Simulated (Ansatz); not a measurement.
## Two states of Cr3SbS4

```
Cr Sb S
1.0
     0.00000    5.38286    0.00000
     5.38286    0.00000    0.00000
     2.69143    2.69143   -5.37486
Cr Sb S
3 1 4
Cartesian
  2.6914 2.6914 0.0000
  2.6914 5.3829 -2.6874
  5.3829 2.6914 -2.6874
  0.0000 0.0000 0.0000
  4.0641 4.0641 -3.9559
  1.3726 4.0102 -1.4190
  6.7017 6.7017 -3.9559
  4.0102 1.3726 -1.4190
```

Method: PBE; PAW, plane waves to 420 eV, 4×4×4 (shifted by 0, 0, 0.5 steps) mesh, fermi-dirac occupations (width 0.1 eV) (Ansatz 0.2.0), atoms fixed.

State A: Cr1 up, Cr2 down, Cr3 up (collinear spin). State B: Cr1 down, Cr2 up, Cr3 up (collinear spin).

Which state is lower, and how do they differ?

State B is lower by 7.0 meV an atom at zero smearing; in free energy at this smearing B lies -4.8 meV an atom from A. So small a gap isn't resolved on this mesh where a state is a metal.

```csv
state,free energy (meV/atom),largest moment in a small sphere (μB),net moment (μB/cell),gap on mesh (eV),pressure (GPa),largest force (eV/Å)
A,4.8,3.02,3.63,metal,9.8,1.64
B,0.0,3.00,3.21,metal,10.0,1.68
```

Origin: a known structure type with other elements, at an estimated volume, so it need not be a known compound. Caveats: semilocal functionals often miss the gap of such magnets; the k mesh is coarse if the cell is a metal; atoms or cell far from equilibrium.
